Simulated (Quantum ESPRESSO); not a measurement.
**Quadrupole interaction in BaZrO$_{3}$**

```
BaZrO3
1.0
    4.19134     0.00000     0.00000
    0.00000     4.19134     0.00000
    0.00000     0.00000     4.19134
O Ba Zr
3 1 1
Direct
  0.00000   0.50000   0.50000
  0.50000   0.00000   0.50000
  0.50000   0.50000   0.00000
  0.00000   0.00000   0.00000
  0.50000   0.50000   0.50000
```
The cell was made here from an entry of the Crystallography Open Database (unchecked): atoms relaxed with PBE in the measured cell (PBE without dispersion, pw.x of a modified build of Quantum ESPRESSO, symmetry kept).  Stability against distortions was not tested. The run has no spin polarisation.

Convention: |Vzz| is the largest principal value, η_Q = (Vxx − Vyy)/Vzz, |C_Q| = |eQVzz/h|. Cores are frozen. Against all-electron runs on small test molecules, this scheme's |Vzz| missed by −2 to +6 % on O.

Quadrupole moments taken as inputs (sizes, barn, from the tables of PySCF and pymatgen): ¹⁷O 0.0256, ¹³⁷Ba 0.245, ⁹¹Zr 0.176.

Question: What do the calculations give at each independent site (field gradients by PBE PAW (JTH datasets; density from pw.x of Quantum ESPRESSO, gradients reconstructed from it by a script), 22.5 Ha, k-mesh 5×5×5 through Γ)?

Answer: 
```tsv
site	site symmetry	Vzz (a.u.)	η_Q	∣C_Q∣ (MHz)
O (atoms 1, 2, 3)	4/mmm	-0.149	0.00	0.90 (¹⁷O)
Ba (atom 4)	m-3m	0	–	0 (¹³⁷Ba)
Zr (atom 5)	m-3m	0	–	0 (⁹¹Zr)
```
